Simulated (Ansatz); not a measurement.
Consider the following.

NaF (rock salt)

```
CELL_PARAMETERS angstrom
      0.00000     2.35078     2.35078
      2.35078     0.00000     2.35078
      2.35078     2.35078     0.00000
ATOMIC_POSITIONS crystal
  F  0.00000 0.00000 0.00000
  Na 0.50000 0.50000 0.50000
```

The volume is varied about the relaxed value V₀ at fixed cell shape. Symmetry pins the atoms to their sites.

Level of theory: PBE (plane waves to 420 eV, PAW, scalar-relativistic; Ansatz, an electronic-structure program). k mesh 12×12×12 (Γ-centred), Fermi-Dirac smearing 0.05 eV. E stands for the smeared free energy. Stress and pressure are positive under compression. NaF was relaxed with its symmetry unable to fall. The relaxed volume of NaF is well above the measured one; the method has no dispersion term. ΔE is measured from the relaxed starting cell.

The scan covers V/V₀ from 0.940 to 1.060 in 11 points.

What pressure does the cell carry at V/V₀ = 0.940?

3.17 GPa.

What is ΔE at V/V₀ = 0.940?

7.3 meV/atom.

What is ΔE at V/V₀ = 1.060?

5.9 meV/atom.

(Under strain, the slope of the energy per volume gives the stress and its curvature an elastic modulus.)
